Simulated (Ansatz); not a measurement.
Calculation for fcc Ca (111), 5 layers: DFT, PBEsol, PAW with Ansatz's default frozen-core files, scalar-relativistic (Ansatz 0.2.0).

The slab is cut from a bulk crystal relaxed on PAW files (its atoms may have been relaxed since).

Command: `ansatz run input.yaml --threads 2 --pin off --max-ram 5120MiB --backend cpu --events-out ev --progress --plain --runs-dir out` It took 17 s on 2 threads of Arm Neoverse V1, on a shared host, peak memory 0.62 GiB.

```yaml
crystal:
  lattice:
    - [3.85795988, 0.0, 0.0]
    - [-1.92897994, 3.3410912629, 0.0]
    - [0.0, 0.0, 32.6]
  atoms:
    - { symbol: Ca, position: [0.833333333, 0.166666667, 0.3067477885] }
    - { symbol: Ca, position: [0.166666667, 0.833333333, 0.4033738939] }
    - { symbol: Ca, position: [0.5, 0.5, 0.5] }
    - { symbol: Ca, position: [0.833333333, 0.166666667, 0.5966261061] }
    - { symbol: Ca, position: [0.166666667, 0.833333333, 0.6932522115] }
kpoints:
  mp_grid: { grid: [11, 11, 1] }
scf:
  occupations: { method: fermi_dirac, width: 0.1 }
hamiltonian:
  xc: pbesol
  pseudopotentials: { kind: paw }
output:
  forces: true
  stress: true
  eigenvalues: true
  populations: true
efield:
  axis: 3
  amplitude: 0
  dipole_correction: true
```

Output:

```
Engine: ansatz 0.2.0
Pseudopotentials: kind: paw
Pseudopotential: Ca, paw, valence charge 10, recommended cutoff 420 eV (normal), Ca.paw.azcp
Functional definition: PBEsol
  exchange = pbesol_x
  correlation = pbesol_c
Crystal: 5 atoms, lattice volume = 420.207 Å³
Basis set: ecut = 420 eV, 8269 PW (Γ), exchange–correlation on 54×54×450 points (8 copies of the dense FFT grid, shifted against one another)
Bands: 30, of which v1, the nominal top of the filled ones, is band 25 counted from 1 (24 counted from 0)
Symmetry: 6 space group operations
k-points: 16 of 121 (time reversal used)
Non-local potential: Ca, projectors of the file, l = 0: 3, l = 1: 2, l = 2: 2
PAW form: soft (Blöchl's): semilocal exchange-correlation on the pseudo side does not see the compensation charge
PAW frozen core: Ca, regenerated for the run's functional, and the local potential with it (the file was generated under x = pbe(κ = 0.804, μ = 0.2195149727645171), c = pbe(β = 0.06672455060314922))
PAW one-centre angular grid: Ca, 110 points (default); XC on 64 Gauss nodes
Initial density: superposition of atomic densities (neutral atoms: chi_scale 0, normalization atom), corrected by the library's trained network
Initial wavefunctions: pseudopotential atomic-orbital guess
Functional: x = pbesol(κ = 0.804, μ = 0.12345679012345678), c = pbesol(β = 0.046)
SCF iter   1: F=—  HF=-8967.958354 eV  |F-HF|=—  |Δ(HF+E_count)|=         —  Δρ=2.40e-3  dr2=8.91e-1  ethr=1.77e-3  p=0.000 e·Å  D=2.73e-14 V/Å  ΔV_dip=-0.00 eV  dr2_dipole=5.20e-6  V_vac-E_F(+/−)=2.92/2.92 eV  ⟨swp⟩=14.6  Hψ=6457  notcnv=0
efield: sawtooth ramp at fractional position 0.9500 (placed from the atoms, in the widest stretch of the axis that holds none; the zero of the levels goes with the place), width 0.1000; the density the first Hamiltonian is built on has a dipole p = 0.000 e·Å; the dipole correction subtracts the counter field D = 2.73e-14 V/Å, which shifts the + side's vacuum level by -0.00 eV against the − side's; the planar-averaged density in the ramp window peaks in size at 5.7e-7 e/Å³
automatic band count: the SCF goes on with 35 bands, as 30 were too few: the levels above may hold too much charge
preconditioner: auto → LDOS  [metal: Δε(μ)=0.024 eV  Ē_g=2.420 eV  σ=0.100 eV  W_gap=0.06  n_scr=36 (ndim 8)  ℏωp=5.7 eV  f_vac=0.465  D(μ)=6.93/eV (n_scr^D=16)  β→1.0]
SCF iter   2: F=—  HF=-8967.938469 eV  |F-HF|=—  |Δ(HF+E_count)|=   1.99e-2  Δρ=9.68e-4  dr2=6.47e-3  ethr=1.77e-3  p=-0.000 e·Å  D=-3.12e-6 V/Å  ΔV_dip=0.00 eV  dr2_dipole=3.95e-6  V_vac-E_F(+/−)=3.03/3.03 eV  ⟨swp⟩=2.6  Hψ=824  notcnv=0
SCF iter   3: F=—  HF=-8967.937719 eV  |F-HF|=—  |Δ(HF+E_count)|=   7.50e-4  Δρ=6.55e-4  dr2=6.21e-3  ethr=1.29e-5  p=0.000 e·Å  D=8.27e-6 V/Å  ΔV_dip=-0.00 eV  dr2_dipole=5.73e-8  V_vac-E_F(+/−)=3.03/3.03 eV  ⟨swp⟩=2.1  Hψ=1066  notcnv=0
SCF iter   4: F=—  HF=-8967.937067 eV  |F-HF|=—  |Δ(HF+E_count)|=   6.52e-4  Δρ=1.24e-4  dr2=8.34e-5  ethr=1.24e-5  p=0.000 e·Å  D=4.30e-6 V/Å  ΔV_dip=-0.00 eV  dr2_dipole=1.60e-8  V_vac-E_F(+/−)=3.04/3.04 eV  ⟨swp⟩=2.0  Hψ=678  notcnv=0
SCF iter   5: F=—  HF=-8967.937048 eV  |F-HF|=—  |Δ(HF+E_count)|=   1.92e-5  Δρ=4.00e-5  dr2=1.39e-5  ethr=1.67e-7  p=0.000 e·Å  D=2.51e-6 V/Å  ΔV_dip=-0.00 eV  dr2_dipole=6.11e-9  V_vac-E_F(+/−)=3.05/3.05 eV  ⟨swp⟩=2.0  Hψ=897  notcnv=0
SCF iter   6: F=—  HF=-8967.937050 eV  |F-HF|=—  |Δ(HF+E_count)|=   2.05e-6  Δρ=8.68e-6  dr2=8.65e-7  ethr=2.78e-8  p=0.000 e·Å  D=1.02e-6 V/Å  ΔV_dip=-0.00 eV  dr2_dipole=2.05e-10  V_vac-E_F(+/−)=3.05/3.05 eV  ⟨swp⟩=3.0  Hψ=1056  notcnv=0
SCF iter   7: F=—  HF=-8967.937050 eV  |F-HF|=—  |Δ(HF+E_count)|=   3.80e-7  Δρ=2.68e-6  dr2=1.18e-7  ethr=2.00e-10  p=0.000 e·Å  D=3.42e-7 V/Å  ΔV_dip=-0.00 eV  dr2_dipole=1.09e-14  V_vac-E_F(+/−)=3.05/3.05 eV  ⟨swp⟩=12.9  Hψ=2801  notcnv=0
SCF iter   8: F=-8967.937050 eV  HF=-8967.937050 eV  |F-HF|=8.89e-9  |Δ(HF+E_count)|=   2.27e-8  Δρ=1.04e-6  dr2=2.19e-8  ethr=2.00e-10  p=0.000 e·Å  D=1.28e-7 V/Å  ΔV_dip=-0.00 eV  dr2_dipole=1.46e-12  V_vac-E_F(+/−)=3.05/3.05 eV  ⟨swp⟩=4.0  Hψ=1491  notcnv=0
SCF 1 converged in 8 iterations: F = -8967.937050 eV  dr2 = 2.19e-8
  greatest PAW one-centre occupation: 0.996 electrons in one spin orbital (limit 2), on the Ca atom at site 0 (counted from 0), in its partial waves of l = 0
SCF converged after 8 iterations
Free energy (F): -8967.937050 eV
Harris-Foulkes:  -8967.937050 eV  (|F-HF|=8.89e-9)
Internal energy: -8967.717998 eV  (E = F + TS)
E sigma→0 (E₀):  -8967.827524 eV
Entropy (-TS):   -0.219052 eV (-43.810 meV/atom)
Fermi energy:    1.011856 eV
Dipole field:    D = -0.000001 V/Å  (p = -0.000002 e·Å, saw-weighted, corrected)
Work function:   Φ+ = 3.0546 eV   Φ− = 3.0545 eV
Levels:          The Fermi level and band energies are counted from a zero that moves with the ramp; work functions are not
--- Per-component energies (eV) ---
  E_band       = -1071.184767
  E_kinetic    = 1376.344593
  E_local      = -30400.899143  (includes V_loc(G=0)·N_el)
  E_nonlocal   = 323.686169
  E_hartree    = 14396.771297
  E_xc         = -670.374040
  E_vxc        = -839.856917  (∫ρ·V_xc dr)
  E_paw        = -4183.574468  (= ΣΔE_a)
  E_vpaw       = -324.025893  (= ΣTr[D̂ρ^β])
  E_aug_tail   = -0.000028  (compensation charges beyond the density's cutoff)
  E_efield     = 0.000000  (sawtooth field / dipole correction)
  E_vefield    = 0.000000  (∫n·V_field dr)
  E_ewald      = 10189.733650
  E_core_change = 0.593972  (= ΣΔE_core)
  E_smearing   = -0.219052  (= −TS)
  E_closure    = -0.000000  (closes the sum)
  Σ components = -8967.937050   (vs F -8967.937050, Δ=0.00e0)
--- Forces (eV/Å), atoms counted from 1 ---
  atom   1  Ca    -0.00000000     0.00000000     0.07220952
  atom   2  Ca    -0.00000000     0.00000000    -0.07378825
  atom   3  Ca    -0.00000000     0.00000000    -0.00000072
  atom   4  Ca     0.00000000    -0.00000000     0.07378940
  atom   5  Ca     0.00000000    -0.00000000    -0.07221014
  max |Σ_I F_I| component: 1.94e-7 eV/Å
--- Stress (GPa, compression-positive) ---
       -0.001204       0.000000       0.000000
        0.000000      -0.001204      -0.000000
        0.000000      -0.000000      -0.169675
  P = ⅓ Tr σ = -0.0574 GPa (-0.574 kbar)
--- Band table (eV; the first three rows and the last of 16) ---
  k-point 0: bands = ["-41.1537", "-41.1537", "-40.7571", "-40.7384", "-40.7365", "-22.2750", "-22.2749", "-22.1273", "-22.1273", "-22.1273", "-22.1273", "-21.8840", "-21.8166", "-21.7682", "-21.7650", "-21.7650", "-21.7446", "-21.7446", "-21.7415", "-21.7415", "-2.9827", "-2.6276", "-2.0486", "-1.2902", "-0.4914", "0.9182", "1.3014", "1.7600", "2.2299", "2.7561", "3.1847", "3.1847", "3.1984", "3.2055", "3.2055"]
  k-point 1: bands = ["-41.1528", "-41.1528", "-40.7561", "-40.7375", "-40.7357", "-22.2735", "-22.2735", "-22.1371", "-22.1371", "-22.1296", "-22.1296", "-21.8810", "-21.8172", "-21.7735", "-21.7703", "-21.7677", "-21.7525", "-21.7509", "-21.7469", "-21.7435", "-2.8539", "-2.5011", "-1.9253", "-1.1699", "-0.3713", "0.9431", "1.3520", "1.8011", "2.2453", "2.7308", "3.0245", "3.0391", "3.1771", "3.2174", "3.2727"]
  k-point 2: bands = ["-41.1505", "-41.1505", "-40.7534", "-40.7351", "-40.7337", "-22.2696", "-22.2696", "-22.1632", "-22.1632", "-22.1358", "-22.1358", "-21.8734", "-21.8239", "-21.7921", "-21.7843", "-21.7765", "-21.7749", "-21.7639", "-21.7532", "-21.7489", "-2.4772", "-2.1326", "-1.5680", "-0.8251", "-0.0323", "1.0154", "1.4862", "1.8951", "2.2463", "2.5700", "2.6342", "2.6902", "2.8558", "3.0031", "3.2193"]
  k-point 15: bands = ["-41.1416", "-41.1416", "-40.7430", "-40.7261", "-40.7261", "-22.2547", "-22.2547", "-22.2230", "-22.2230", "-22.1994", "-22.1994", "-21.8713", "-21.8595", "-21.8507", "-21.8368", "-21.8224", "-21.8148", "-21.7939", "-21.7895", "-21.7853", "0.6604", "0.6773", "0.8547", "0.8731", "1.0204", "1.2016", "1.2739", "1.4787", "1.6223", "1.7444", "1.7629", "2.0244", "2.0529", "2.1320", "2.4522"]
--- Löwdin populations: 5 sites ---
  site symbol       q [e]
     0     Ca      9.4902
     1     Ca      9.5076
     2     Ca      9.5024
     3     Ca      9.5076
     4     Ca      9.4902
  spilling = 0.050039 (of n_electrons = 50.000000)
```

populations.tsv:

```
# site	symbol	l	j	q
# orbitals = lowdin
# n_electrons = 50.000000
# spilling = 0.050039
0	Ca	0_3S	-	1.998167
0	Ca	0_4S	-	1.493531
0	Ca	1_3P	-	5.998541
1	Ca	0_3S	-	1.997662
1	Ca	0_4S	-	1.511478
1	Ca	1_3P	-	5.998451
2	Ca	0_3S	-	1.997604
2	Ca	0_4S	-	1.506364
2	Ca	1_3P	-	5.998440
3	Ca	0_3S	-	1.997662
3	Ca	0_4S	-	1.511478
3	Ca	1_3P	-	5.998451
4	Ca	0_3S	-	1.998167
4	Ca	0_4S	-	1.493531
4	Ca	1_3P	-	5.998541
```

Next run (atoms relaxed), as changes to the input before:

```diff
   eigenvalues: true
-  populations: true
+relax:
+  f_tol: 0.01
+  max_steps: 40
 efield:
```

Command: `ansatz run input.yaml --threads 2 --pin off --max-ram 5120MiB --backend cpu --events-out ev --progress --plain --runs-dir out` It took 36 s on 2 threads of Arm Neoverse V1 (shared host), peak memory 0.64 GiB.

Results part of the output:

```
Warning: output.stress: scf.convergence.dr2_threshold = 1e-7 eV (the SCF's general default) is looser than the 5e-10 eV advised for a printed stress (1e-10 eV for each atom of the cell: 5). What an SCF threshold leaves in a stress goes as its square root, and in the free energy as the threshold itself, and one threshold admits the most on a small cell: of the crystals measured, under no hybrid fun
SCF converged after 8 iterations
Free energy (F): -8967.942792 eV
Harris-Foulkes:  -8967.942792 eV  (|F-HF|=1.20e-9)
Internal energy: -8967.725625 eV  (E = F + TS)
E sigma→0 (E₀):  -8967.834208 eV
Entropy (-TS):   -0.217168 eV (-43.434 meV/atom)
Fermi energy:    1.023050 eV
Dipole field:    D = -0.000000 V/Å  (p = -0.000000 e·Å, saw-weighted, corrected)
Work function:   Φ+ = 3.0239 eV   Φ− = 3.0239 eV
Levels:          The Fermi level and band energies are counted from a zero that moves with the ramp; work functions are not
--- Per-component energies (eV) ---
  E_band       = -1069.716746
  E_kinetic    = 1376.954349
  E_local      = -30880.546818  (includes V_loc(G=0)·N_el)
  E_nonlocal   = 323.779944
  E_hartree    = 14637.176830
  E_xc         = -670.631730
  E_vxc        = -840.203541  (∫ρ·V_xc dr)
  E_paw        = -4183.608769  (= ΣΔE_a)
  E_vpaw       = -324.064536  (= ΣTr[D̂ρ^β])
[... lines left out ...]
  atom   4  Ca     0.00000000    -0.00000000    -0.00222699
  atom   5  Ca     0.00000000    -0.00000000     0.00271339
  max |Σ_I F_I| component: 1.49e-8 eV/Å
--- Stress (GPa, compression-positive) ---
        0.047677      -0.000000       0.000000
        0.000000       0.047677      -0.000000
        0.000000      -0.000000       0.007555
  P = ⅓ Tr σ = 0.0343 GPa (0.343 kbar)
--- Band table (eV; the first three rows and the last of 16) ---
  k-point 0: bands = ["-41.1099", "-41.1099", "-40.7499", "-40.6924", "-40.6918", "-22.2382", "-22.2382", "-22.0844", "-22.0844", "-22.0844", "-22.0844", "-21.8673", "-21.7747", "-21.7562", "-21.7562", "-21.7391", "-21.6996", "-21.6996", "-21.6984", "-21.6984", "-2.9872", "-2.6386", "-2.0357", "-1.2509", "-0.4578", "0.9659", "1.3319", "1.7640", "2.2846", "2.8509", "3.1931", "3.1931", "3.2177", "3.2177", "3.2499"]
  k-point 1: bands = ["-41.1091", "-41.1091", "-40.7490", "-40.6916", "-40.6910", "-22.2367", "-22.2366", "-22.0943", "-22.0943", "-22.0867", "-22.0867", "-21.8646", "-21.7795", "-21.7601", "-21.7587", "-21.7403", "-21.7086", "-21.7080", "-21.7019", "-21.7006", "-2.8582", "-2.5120", "-1.9127", "-1.1315", "-0.3380", "0.9898", "1.3832", "1.8032", "2.2900", "2.8078", "3.0343", "3.0474", "3.2078", "3.2371", "3.2796"]
  k-point 2: bands = ["-41.1067", "-41.1067", "-40.7465", "-40.6892", "-40.6888", "-22.2326", "-22.2326", "-22.1206", "-22.1206", "-22.0930", "-22.0930", "-21.8574", "-21.8016", "-21.7654", "-21.7616", "-21.7460", "-21.7346", "-21.7286", "-21.7082", "-21.7065", "-2.4813", "-2.1433", "-1.5562", "-0.7891", "-0.0003", "1.0578", "1.5175", "1.8923", "2.2638", "2.5948", "2.6380", "2.7001", "2.8838", "3.0388", "3.2578"]
  k-point 15: bands = ["-41.0978", "-41.0978", "-40.7370", "-40.6801", "-40.6801", "-22.2171", "-22.2171", "-22.1809", "-22.1809", "-22.1570", "-22.1570", "-21.8601", "-21.8361", "-21.8360", "-21.7946", "-21.7827", "-21.7709", "-21.7615", "-21.7522", "-21.7500", "0.6546", "0.6689", "0.8416", "0.8517", "1.0118", "1.2017", "1.2757", "1.4647", "1.6402", "1.7436", "1.7891", "2.0394", "2.0746", "2.1502", "2.4703"]
--- Relaxed structure (3 steps of the walk, 3 accepted, 0 SCFs on fresh bases) ---
  F+E_penalty+E_count = -8967.94279222 eV   max|allowed force component| = 2.718e-3 eV/Å
  atoms:
    - { symbol: Ca, position: [0.8333333333333333, 0.16666666666666663, 0.3092479501041014] }
    - { symbol: Ca, position: [0.16666666666666669, 0.8333333333333334, 0.4034120215638197] }
    - { symbol: Ca, position: [0.5, 0.5, 0.4999999380141677] }
    - { symbol: Ca, position: [0.8333333333333333, 0.16666666666666663, 0.5965879475711388] }
    - { symbol: Ca, position: [0.16666666666666669, 0.8333333333333334, 0.6907521427467723] }
```

Next run (field of 0.1 V/Å along the normal), as changes to the input before:

```diff
   atoms:
-    - { symbol: Ca, position: [0.833333333, 0.166666667, 0.3067477885] }
-    - { symbol: Ca, position: [0.166666667, 0.833333333, 0.4033738939] }
-    - { symbol: Ca, position: [0.5, 0.5, 0.5] }
-    - { symbol: Ca, position: [0.833333333, 0.166666667, 0.5966261061] }
-    - { symbol: Ca, position: [0.166666667, 0.833333333, 0.6932522115] }
+    - { symbol: Ca, position: [0.8333333333, 0.1666666667, 0.3092479501] }
+    - { symbol: Ca, position: [0.1666666667, 0.8333333333, 0.4034120216] }
+    - { symbol: Ca, position: [0.5, 0.5, 0.499999938] }
+    - { symbol: Ca, position: [0.8333333333, 0.1666666667, 0.5965879476] }
+    - { symbol: Ca, position: [0.1666666667, 0.8333333333, 0.6907521427] }
 kpoints:
   eigenvalues: true
-relax:
-  f_tol: 0.01
-  max_steps: 40
 efield:
   axis: 3
-  amplitude: 0
+  amplitude: 0.1
   dipole_correction: true
```

Command: `ansatz run input.yaml --threads 2 --pin off --max-ram 5120MiB --backend cpu --events-out ev --progress --plain --runs-dir out` It took 18 s on 2 threads of Arm Neoverse V1, with other jobs on the host, peak memory 0.61 GiB.

Results part of the output:

```
SCF 1 converged in 9 iterations: F = -8967.949110 eV  dr2 = 8.49e-8
  greatest PAW one-centre occupation: 0.996 electrons in one spin orbital (limit 2), on the Ca atom at site 4 (counted from 0), in its partial waves of l = 0
SCF converged after 9 iterations
Free energy (F): -8967.949110 eV
Harris-Foulkes:  -8967.949110 eV  (|F-HF|=3.94e-8)
Internal energy: -8967.731962 eV  (E = F + TS)
E sigma→0 (E₀):  -8967.840536 eV
Entropy (-TS):   -0.217148 eV (-43.430 meV/atom)
Fermi energy:    1.021041 eV
Dipole field:    D = 0.054452 V/Å  (p = 0.126449 e·Å, saw-weighted, corrected)
Work function:   not extracted (applied field tilts the vacuum); planar V_es + V_field profile in the machine report
Levels:          The Fermi level and band energies are counted from a zero that moves with the ramp; work functions are not
--- Per-component energies (eV) ---
  E_band       = -1069.816410
  E_kinetic    = 1376.953038
  E_local      = -30880.456191  (includes V_loc(G=0)·N_el)
  E_nonlocal   = 323.779812
  E_hartree    = 14637.089722
  E_xc         = -670.630965
  E_vxc        = -840.202529  (∫ρ·V_xc dr)
  E_paw        = -4183.608747  (= ΣΔE_a)
  E_vpaw       = -324.064482  (= ΣTr[D̂ρ^β])
  E_aug_tail   = -0.000028  (compensation charges beyond the density's cutoff)
  E_efield     = -0.009202  (sawtooth field / dipole correction)
  E_vefield    = -0.005763  (∫n·V_field dr)
  E_ewald      = 10428.556628
  E_core_change = 0.593972  (= ΣΔE_core)
  E_smearing   = -0.217148  (= −TS)
  E_closure    = 0.000000  (closes the sum)
  Σ components = -8967.949110   (vs F -8967.949110, Δ=0.00e0)
--- Forces (eV/Å), atoms counted from 1 ---
  atom   1  Ca    -0.00000000     0.00000000    -0.00564089
  atom   2  Ca    -0.00000000     0.00000000     0.00432786
  atom   3  Ca     0.00000000    -0.00000000     0.00105258
  atom   4  Ca     0.00000000    -0.00000000    -0.00023721
  atom   5  Ca     0.00000000    -0.00000000     0.00048476
  max |Σ_I F_I| component: 1.29e-5 eV/Å
--- Stress (GPa, compression-positive) ---
        0.049980      -0.000000       0.000000
        0.000000       0.049980      -0.000000
        0.000000      -0.000000       0.009156
  P = ⅓ Tr σ = 0.0364 GPa (0.364 kbar)
--- Band table (eV; the first three rows and the last of 16) ---
  k-point 0: bands = ["-41.1147", "-41.1092", "-40.7519", "-40.6944", "-40.6938", "-22.2440", "-22.2364", "-22.0888", "-22.0888", "-22.0841", "-22.0841", "-21.8693", "-21.7767", "-21.7582", "-21.7582", "-21.7411", "-21.7016", "-21.7016", "-21.7004", "-21.7004", "-2.9892", "-2.6405", "-2.0376", "-1.2528", "-0.4597", "0.9628", "1.3297", "1.7627", "2.2825", "2.8482", "3.1909", "3.1909", "3.2158", "3.2158", "3.2467"]
  k-point 1: bands = ["-41.1139", "-41.1083", "-40.7510", "-40.6936", "-40.6930", "-22.2424", "-22.2349", "-22.0987", "-22.0940", "-22.0911", "-22.0864", "-21.8666", "-21.7815", "-21.7621", "-21.7607", "-21.7423", "-21.7106", "-21.7100", "-21.7039", "-21.7026", "-2.8602", "-2.5139", "-1.9145", "-1.1333", "-0.3399", "0.9870", "1.3809", "1.8018", "2.2879", "2.8053", "3.0320", "3.0457", "3.2044", "3.2347", "3.2774"]
  k-point 2: bands = ["-41.1115", "-41.1060", "-40.7485", "-40.6912", "-40.6907", "-22.2384", "-22.2308", "-22.1250", "-22.1203", "-22.0973", "-22.0927", "-21.8594", "-21.8036", "-21.7674", "-21.7636", "-21.7479", "-21.7366", "-21.7306", "-21.7102", "-21.7085", "-2.4832", "-2.1452", "-1.5581", "-0.7910", "-0.0022", "1.0555", "1.5152", "1.8906", "2.2619", "2.5927", "2.6359", "2.6981", "2.8815", "3.0358", "3.2550"]
  k-point 15: bands = ["-41.1026", "-41.0970", "-40.7390", "-40.6822", "-40.6820", "-22.2229", "-22.2153", "-22.1852", "-22.1805", "-22.1614", "-22.1567", "-21.8621", "-21.8381", "-21.8380", "-21.7966", "-21.7847", "-21.7729", "-21.7635", "-21.7542", "-21.7520", "0.6526", "0.6670", "0.8397", "0.8498", "1.0098", "1.1997", "1.2737", "1.4627", "1.6383", "1.7417", "1.7872", "2.0377", "2.0728", "2.1483", "2.4686"]
```

The PAW files were made under PBE.
